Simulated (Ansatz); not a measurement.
Cell and atoms are relaxed with the symmetry kept. Start:

Space group Fm-3m (No. 225). a = 5.447 Å, b = 5.447 Å, c = 5.447 Å, α = 90.00°, β = 90.00°, γ = 90.00°
```tsv
atom	site	symmetry	x	y	z
Si	8c	-43m	0.2500	0.7500	0.7500
Ni	4a	m-3m	0.0000	0.0000	0.0000
```

All numbers below come from DFT PBE+D3(BJ), scalar-relativistic, plane waves, PAW in Ansatz.

Plane waves to 420 eV, a k mesh through Γ of 14×14×14 on the computed 3-atom cell and Gaussian smearing (0.10 eV); no spin polarisation.

Q: What does it relax to?

A: The volume falls by 0.48 Å³/atom to 12.99 Å³/atom, and the energy falls by 8.1 meV/atom. Final structure:
```xyz
3
Lattice="0.0000 2.6909 2.6909 2.6909 0.0000 2.6909 2.6909 2.6909 0.0000" Properties=species:S:1:pos:R:3 pbc="T T T"
Si    1.3454    1.3454    1.3454
Si    4.0363    4.0363    4.0363
Ni    0.0000    0.0000    0.0000
```

Course of the relaxation (steps run on the plane waves of an earlier cell, and the basis is chosen afresh near the end, so energy and pressure can step there; trial steps that raised the energy were taken back; energies are free energies):

```tsv
step	E − E_final (meV/atom)	P (GPa)	V (Å³/atom)
1	8.1	-5.25	13.47
2	1.6	-2.45	13.20
3	-0.1	0.17	12.98
4	-0.1	0.00	12.99
5	0.0	-0.01	12.99
```

Cost: 1 run of about 0.19 core-minutes, on Intel Xeon 6975P-C (Granite Rapids) (shared hosts).